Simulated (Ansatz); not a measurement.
SrHfN2, first-principles data

SrHfN2:
```
SrHfN2
1.0
    1.67052     0.96447     5.90397
   -1.67052     0.96447     5.90397
    0.00000    -1.92895     5.90397
Sr Hf N
1 1 2
Direct
  0.00000   0.00000   0.00000
  0.50000   0.50000   0.50000
  0.23281   0.23281   0.23281
  0.76719   0.76719   0.76719
```

Space group R-3m (No. 166); conventional cell a = 3.3410 Å, b = 3.3410 Å, c = 17.7119 Å, α = 90.00°, β = 90.00°, γ = 120.00°.

Method: r²SCAN (plane waves, PAW; program Ansatz). Structure relaxed to zero pressure with the same functional. Other levels are named where they apply.

**Cell and energy**

| Quantity | Value |
|---|---|
| Volume per atom | 14.27 Å³ |
| Density | 8.56 g/cm³ |
| Formation energy from the elements (no fitted shifts) | -1.59 eV/atom |

**Electronic structure**

| Item | Value |
|---|---|
| Band gap | 0.63 eV (indirect) |
| Valence-band maximum | at Γ |
| Conduction-band minimum | at F (3 equivalent valleys) |
| Smallest direct gap on the standard path | 1.23 eV |
| Electron effective mass | 0.20, 0.20, 1.2 mₑ (principal values) |
| Electron effective mass with spin–orbit coupling | 0.20, 0.20, 1.2 mₑ (principal values) |
| Hole effective mass, band 1 of 2 at the edge | 0.60 along x, 0.93 along z (mₑ) |
| Hole effective mass, band 2 of 2 at the edge | 0.21 along x, 0.93 along z (mₑ) |
| Hole effective mass with spin–orbit coupling | 0.30, 0.30, 0.91 mₑ (principal values) |
| Gap with spin–orbit coupling | 0.59 eV |

**Mechanics**

| Property | Value |
|---|---|
| Bulk modulus (Birch–Murnaghan fit) | 167 GPa |
| Pressure derivative B′ | 4.2 |

**Charges**

| Item | Value |
|---|---|
| Bader charges | Sr +1.41, Hf +2.38, N -1.89 e |

The workflow started from a Materials Project entry (that database holds measured and hypothetical structures alike); the Crystallography Open Database copy checked does not list it. Its standing as an ambient phase is unchecked. The cell was relaxed with r²SCAN under the symmetry of its start; whether a distortion lowers the energy is not shown. No spin polarisation was allowed. The references are the lowest solids computed at this level, not always the standard phases (solids in place of the gases). Scalar-relativistic: spin–orbit coupling is off unless named, which matters more the heavier the elements.

Potentials: the later of the program's two PAW sets.
